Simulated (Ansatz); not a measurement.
The relaxed structure here is a generated cell of ScCo: the first start was made by placing the elements on the sites of a structure type, and the end was not matched to a known phase here, so it may be hypothetical.

A relaxed cell of ScCo (P6₃/mmc (No. 194)), relaxed on a k-mesh at least as fine as the one used below. All values below come from PBEsol (plane waves to 420 eV, PAW, scalar-relativistic; Ansatz, a quantum-chemistry and plane-wave program). Γ-centred k-mesh 5×9×7 on the run's cell (coarser than for final values), Fermi–Dirac smearing 0.05 eV.

```xyz
8
Lattice="8.2842 0.0000 0.0000 -2.0711 3.5872 0.0000 0.0000 0.0000 4.4783" Properties=species:S:1:pos:R:3 pbc="T T T"
Co     0.0000     0.0000     0.0000
Co     4.1421     0.0000     0.0000
Co     0.0000     0.0000     2.2391
Co     4.1421     0.0000     2.2391
Sc     0.0000     2.3915     1.1196
Sc     4.1421     2.3915     1.1196
Sc     2.0711     1.1957     3.3587
Sc     6.2132     1.1957     3.3587
```
Spin-polarised start, with parallel moments on Co.

The atoms are displaced by (Å):

```tsv
atom	ux	uy	uz
Co1	-0.025	-0.023	-0.050
Co2	-0.162	-0.014	-0.166
Co3	-0.045	-0.022	0.103
Co4	0.054	0.115	-0.001
Sc5	0.016	0.075	0.025
Sc6	0.126	0.057	-0.033
Sc7	0.077	0.090	-0.159
Sc8	0.081	0.049	-0.007
```

Problem. What forces (eV/Å) and pressure result?

Solution. 
```
atom     Fx     Fy     Fz
----  -----  -----  -----
Co1    0.56   0.47   1.83
Co2    0.72   0.20   2.05
Co3    0.60   0.44  -1.94
Co4    0.23  -0.17  -1.99
Sc5   -0.17  -0.29  -0.30
Sc6   -0.76  -0.17  -0.25
Sc7   -0.66  -0.13   0.45
Sc8   -0.52  -0.35   0.16
```

Pressure +1.8 GPa.

Problem. Estimate the energy cost of the displacement in the harmonic approximation and compare with the calculation.

Solution. For a harmonic well ΔE = −½ Σ F·u = 0.570 eV a cell, or 71 meV/atom. The calculated energy relative to the undisplaced cell is +0.07 eV/atom, so the harmonic estimate holds well.

Spin state reached: ferromagnetic (net 0.25 μB/atom), from parallel starting moments; other spin orders were not run from this start.

The run that gave the undisplaced cell could not lose the symmetry of its start; a randomly shaken copy of 8 atoms returns to this structure.
